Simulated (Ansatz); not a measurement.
CsSnBr3: computed property card

CsSnBr3:
Space group Pm-3m (No. 221); a = 5.654 Å, b = 5.654 Å, c = 5.654 Å, α = 90.00°, β = 90.00°, γ = 90.00°

```tsv
atom	site	symmetry	x	y	z
Cs	1a	m-3m	0.0000	0.0000	0.0000
Sn	1b	m-3m	0.5000	0.5000	0.5000
Br	3c	4/mm.m	0.0000	0.5000	0.5000
```

Space group Pm-3m (No. 221), cubic perovskite; conventional cell a = b = c = 5.654 Å, α = β = γ = 90.00°.

Method: the program Ansatz at the LDA level (PAW). Geometry: relaxed at this level of theory. Other levels are named where they apply.

Cell and energy:

| Quantity | Value |
|---|---|
| Volume per atom | 36.15 Å³ |
| Density | 4.51 g/cm³ |
| Formation energy from the elements (no fitted shifts) | -1.20 eV/atom |

Electronic structure:

| Item | Value |
|---|---|
| Electronic character | no gap, with almost no states at the Fermi level (zero-gap or semimetallic) |
| Density of states at the Fermi level | 0.00 states/eV per atom (mean over ±0.08 eV) |

Mechanics:

| Item | Result |
|---|---|
| Bulk modulus (Birch–Murnaghan fit) | 26.0 GPa |
| Pressure derivative B′ | 4.6 |
| Elastic constants (relaxed ions, GPa) | C11 = 63.2, C12 = 8.2, C44 = 4.7 |
| Mechanical stability | stable (all eigenvalues of C positive) |
| Hill bulk and shear moduli | 26.5 and 10.4 GPa |
| Young's modulus | 27.7 GPa |
| Poisson's ratio | 0.33 |
| Debye temperature from the elastic constants | 153 K |

Phonons:

| Quantity | Value |
|---|---|
| Highest zone-centre frequency | 103 cm⁻¹ |
| Zone-centre stability | no imaginary mode at Γ |

Symmetry was held in the LDA relaxation. As this level gives no gap, shear constants depend on the k-mesh and smearing (Fermi–Dirac, 0.1 eV here). As this level gives no gap, phonon frequencies hold no LO–TO term and depend on the k-mesh and smearing (Fermi–Dirac, 0.1 eV here). The references are the lowest solids computed at this level, not always the standard phases. Scalar-relativistic: spin–orbit coupling is off unless named, which matters more the heavier the elements.

Potentials: the later of the program's two PAW sets.
